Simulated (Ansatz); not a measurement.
Input:

Ta3N5:
```xyz
16
Lattice="1.9261 -5.0777 0.0000 1.9261 5.0777 0.0000 0.0000 0.0000 10.1741" Properties=species:S:1:pos:R:3 pbc="T T T"
Ta     1.9261     3.0568     2.5435
Ta     1.9261    -3.0568     7.6305
Ta     1.9261    -3.7198     4.4818
Ta     1.9261     3.7198     5.6923
Ta     1.9261     3.7198     9.5688
Ta     1.9261    -3.7198     0.6052
N      1.9261     4.5993     3.8659
N      1.9261    -4.5993     6.3082
N      1.9261    -4.5993     8.9529
N      1.9261     4.5993     1.2211
N      1.9261    -1.9455     5.8314
N      1.9261     1.9455     4.3427
N      1.9261     1.9455     0.7443
N      1.9261    -1.9455     9.4297
N      1.9261     2.6880     7.6305
N      1.9261    -2.6880     2.5435
```

This is the LDA-relaxed structure. Cartesian axes are those of the cell as given.

### Question
All from LDA (plane waves, PAW; program Ansatz), unless another level is named. Predict the electron effective mass.

### Answer
0.17, 0.58, 2.4 mₑ (principal values).

### Question
Predict the hole effective mass.

### Answer
0.41, 0.55, 0.69 mₑ (principal values).

### Question
Predict the conduction-band minimum.

### Answer
at Y (k = 0.500, 0.500, 0.000 in fractions of the reciprocal vectors).

Space group Cmcm. The first step of the workflow began from a Materials Project structure, measured or hypothetical; the Crystallography Open Database files this formula in space group No. 63, but the cells were not matched. Whether it is the stable phase at ambient conditions was not checked. The cell was relaxed with LDA under the symmetry of its start; whether a distortion lowers the energy is not shown. No spin polarisation was allowed. Scalar-relativistic: spin–orbit coupling is off unless named, which matters more the heavier the elements.

Potentials: the later of the program's two PAW sets.

Edges and masses are those of Kohn–Sham bands, whose gap is no quasiparticle gap.
